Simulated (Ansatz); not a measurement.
InSb:
```
InSb
1.0
    4.23479     0.00000     0.00000
   -2.11739     3.66743     0.00000
    0.00000     0.00000     7.34731
In Sb
2 2
Direct
  0.00000   0.00000   0.00000
  0.00000   0.00000   0.50000
  0.33333   0.66667   0.25000
  0.66667   0.33333   0.75000
```

Relaxed with r²SCAN. Special points in fractions of this cell's reciprocal vectors: Γ (0.000, 0.000, 0.000); M (0.500, 0.000, 0.000); K (0.333, 0.333, 0.000); A (0.000, 0.000, 0.500); L (0.500, 0.000, 0.500); H (0.333, 0.333, 0.500).

Question: List the band energies nearest the Fermi level at these points for the program Ansatz at the r²SCAN with spin–orbit coupling level (PAW).

Answer: In eV from the Fermi level; about four levels below and three above (degenerate sets whole), none deeper than 8.9 eV; points with the same levels are listed once.

| k | below | above |
|---|---|---|
| Γ | -0.34 -0.34 -0.03 -0.03 | 0.20 0.20 0.33 0.33 |
| M | -3.48 -3.48 -2.02 -2.02 | 0.26 0.26 1.15 1.15 |
| K | -2.51 -2.51 -2.35 -2.35 | 4.54 4.54 5.21 5.21 |
| A | -4.41 -4.41 -4.41 -4.41 | 0.02 0.02 0.02 0.02 |
| L | -0.50 -0.50 -0.50 -0.50 | 3.40 3.40 3.40 3.40 |
| H | -0.29 -0.29 -0.16 -0.16 | 0.35 0.35 0.45 0.45 |

Space group P6_3/mmc (NiAs type). The start of the workflow was typed in or built on a structure type; neither database checked (COD, Materials Project) lists it. It is not the phase usual at ambient conditions (space group No. 216). The r²SCAN relaxation kept the symmetry of its start; its stability against distortions is not shown here.

Potentials: the earlier of the program's two PAW sets.
